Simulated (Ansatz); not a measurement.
Relaxed-ion elastic tensor of AlN in space group P6_3/mmc (No. 194; Al on 2d, N on 2c) in GPa (Voigt order), LDA (plane waves, PAW; program Ansatz); density 3.57 g/cm³, 9.53 Å³ per atom.

|  | 1 | 2 | 3 | 4 | 5 | 6 |
|---|---|---|---|---|---|---|
| 1 | 370 | 204 | 141 | 0.0 | 0.0 | 0.0 |
| 2 | 204 | 370 | 141 | 0.0 | 0.0 | 0.0 |
| 3 | 141 | 141 | 328 | 0.0 | 0.0 | 0.0 |
| 4 | 0.0 | 0.0 | 0.0 | 212 | 0.0 | 0.0 |
| 5 | 0.0 | 0.0 | 0.0 | 0.0 | 212 | 0.0 |
| 6 | 0.0 | 0.0 | 0.0 | 0.0 | 0.0 | 83.4 |

Task: Is the crystal mechanically stable?

Result: Yes: the smallest eigenvalue of C is 83.4 GPa.

Task: Work out the Voigt, Reuss and Hill averages.

Result: K_V = 227, K_R = 223, K_H = 225; G_V = 140, G_R = 117, G_H = 129 GPa.

Task: Give Young's modulus, Poisson's ratio, Pugh's ratio and the universal anisotropy index.

Result: E = 9KG/(3K + G) = 325 GPa; ν = 0.26; K/G = 1.75 (near the Pugh limit of 1.75, no verdict); A_U = 5G_V/G_R + K_V/K_R − 6 = 0.99.

Task: Estimate the sound speeds and the Debye temperature.

Result: v_l = √((K + 4G/3)/ρ) = 10500 m/s, v_t = √(G/ρ) = 6010 m/s, mean 6680 m/s; Θ = (h/k)(3n/4πV)^(1/3) v_m = 938 K.

Task: Solve the Christoffel equation for the three sound speeds along x, y, z.

Result: Eigenvalues of C_ijkl n_j n_l equal ρv². In km/s, slowest first: x 4.83, 7.70, 10.18; y 4.83, 7.70, 10.18; z 7.70, 7.70, 9.59.

Task: How much does each axis shrink under pressure?

Result: Linear compressibilities β_i = Σ_j S_ij (j = 1 to 3): x 1.3, y 1.3, z 2.0 per TPa.

The first step of the workflow began from a Materials Project structure, measured or hypothetical; the Crystallography Open Database copy checked does not list it. It is not the phase usual at ambient conditions (space group No. 186, 216). The LDA relaxation kept the symmetry of its start; phonons on a q-mesh show no instability.

Potentials: the later of the program's two PAW sets.
